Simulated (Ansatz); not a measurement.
Values for one crystal, relaxed and computed with the program Ansatz at the PBEsol level (PAW); other levels are named.

| Item | Value |
|---|---|
| Volume per atom | 24.66 Å³ |
| Electronic character | no gap, with almost no states at the Fermi level (zero-gap or semimetallic) |
| Formation energy from the elements (no fitted shifts) | -488 meV/atom |
| Highest zone-centre frequency | 227 cm⁻¹ |
| Pressure derivative B′ | 4.2 |
| Zone-centre stability | no imaginary mode at Γ |
| HSE06 gap on the PBEsol cell | 0.05 eV (a hybrid on a coarse mesh can open a false gap in a semimetal) |

Problem. Which compound is it?
(A) SnPbS2, R-3m (Sn on 3b, Pb on 3a, S on 6c)
(B) TiSb2, I4/mcm (Sb on 8h, Ti on 4a)
(C) TaN, rock salt
(D) ZrSi2, Cmcm (Si on 4c, Si on 4c, Zr on 4c)

Solution. A, SnPbS2, R-3m (Sn on 3b, Pb on 3a, S on 6c)

The first step of the workflow began from a Materials Project structure, measured or hypothetical; the Crystallography Open Database copy checked does not list it. With Sn and Pb taken as one species the cell has the higher symmetry Fm-3m, so it may be an ordered model of a mixed-site phase. Its standing as an ambient phase is unchecked. Symmetry was held in the PBEsol relaxation. As this level gives no gap, phonon frequencies hold no LO–TO term and depend on the k-mesh and smearing (Fermi–Dirac, 0.1 eV here). The references are the lowest solids computed at this level, not always the standard phases. Spin–orbit coupling is left out wherever it is not named.

Potentials: the later of the program's two PAW sets.
